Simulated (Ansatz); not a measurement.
# Ag (Im-3m), a vibration from a frozen displacement

Level of theory: DFT r2SCAN, scalar-relativistic, plane waves, PAW (Ansatz 0.2.0). Settings: plane waves to 500 eV, k-mesh 10×10×10 (Γ-centred), Gaussian smearing 0.15 eV. No spin polarisation. Energies are free energies at this smearing, counted from the undisturbed cell; pressure is positive in compression.

The undisturbed cell (as given, not relaxed at this level; it stands at -3.6 GPa; this bcc form isn't the usual structure):

```xyz
8
Lattice="3.3113 3.3113 -3.3113 3.3113 -3.3113 3.3113 -3.3113 -3.3113 -3.3113" Properties=species:S:1:pos:R:3 pbc="T T T"
Ag   -1.6557   -1.6557   -1.6557
Ag    0.0000    0.0000   -3.3113
Ag    0.0000   -3.3113    0.0000
Ag    1.6557   -1.6557   -1.6557
Ag    0.0000    0.0000    0.0000
Ag    1.6557    1.6557   -1.6557
Ag    1.6557   -1.6557    1.6557
Ag    3.3113    0.0000    0.0000
```

Atom 1 (Ag) is moved by x along the Cartesian unit vector (0.577, 0.577, 0.577); the cell and all other atoms stay fixed. The cell's volume is 145.23 Å³; the moved atoms weigh 107.868 u together and the others 755.077 u. Some rows repeat others by symmetry and weren't run.

| x (Å) | ΔE (meV/cell) | total force on the moved atoms along the move (eV/Å) | pressure (GPa) |
| --- | --- | --- | --- |
| -0.4500 | 525.60 | 2.9699 | -1.0562 |
| -0.3938 | 377.59 | 2.3209 | -1.7034 |
| -0.3375 | 262.21 | 1.7963 | -2.2331 |
| -0.2813 | 173.65 | 1.3695 | -2.6584 |
| -0.2250 | 106.79 | 1.0160 | -2.9926 |
| -0.1688 | 58.28 | 0.7179 | -3.2435 |
| -0.1125 | 25.32 | 0.4581 | -3.4185 |
| -0.0563 | 6.26 | 0.2233 | -3.5216 |
| 0.0000 | 0.00 | 0.0000 | -3.5557 |
| 0.0563 | 6.26 | -0.2233 | -3.5216 |
| 0.1125 | 25.32 | -0.4581 | -3.4185 |
| 0.1688 | 58.28 | -0.7179 | -3.2435 |
| 0.2250 | 106.79 | -1.0160 | -2.9926 |
| 0.2813 | 173.65 | -1.3695 | -2.6584 |
| 0.3375 | 262.21 | -1.7963 | -2.2331 |
| 0.3938 | 377.59 | -2.3209 | -1.7034 |
| 0.4500 | 525.60 | -2.9699 | -1.0562 |

Problem. What frequency belongs to this motion?

Solution. The force constant is k = −dF/dx = 3.966 eV/Å², from the parabola through x = -0.0563, 0 and 0.0563. In every cell the moved atoms swing against the rest, so the mass is μ = m₁m₂/(m₁ + m₂) = 94.385 u, and ν̃ = 521.5 cm⁻¹ × √(|k|/μ) = 107 cm⁻¹, at this cell's pressure of -3.6 GPa. The pattern needn't be a normal mode: ν̃² is then a weighted mean of the squared nonzero frequencies at the zone centre of this cell, so it lies between the lowest and the highest of them.

Problem. How far does the harmonic law reach?

Solution. At x = -0.450 Å, kx²/2 = 401.51 meV against the computed 525.60 meV (+30.9 %): the well stiffens in this direction at large amplitude.

Problem. The pressure changes with x². What does that say about the frequency under compression?

Solution. With E = k(V)x²/2, k ∝ V^(−2γ) and x scaling with the cell as V^(1/3), P − P0 = −∂E/∂V = (2γ − 2/3) ΔE/V. At x = 0.1125 Å, V(P − P0) = 145.23 × 0.13720 / 160.2 eV = 124.36 meV and ΔE = 25.32 meV, so γ = 1/3 + V(P − P0)/(2ΔE) = 2.79. This is the Grüneisen parameter of the motion under uniform scaling of the cell: shrinking the cell evenly by 1 % in volume raises the frequency by about 2.79 %.

In a metal these slopes depend on the k mesh and the smearing.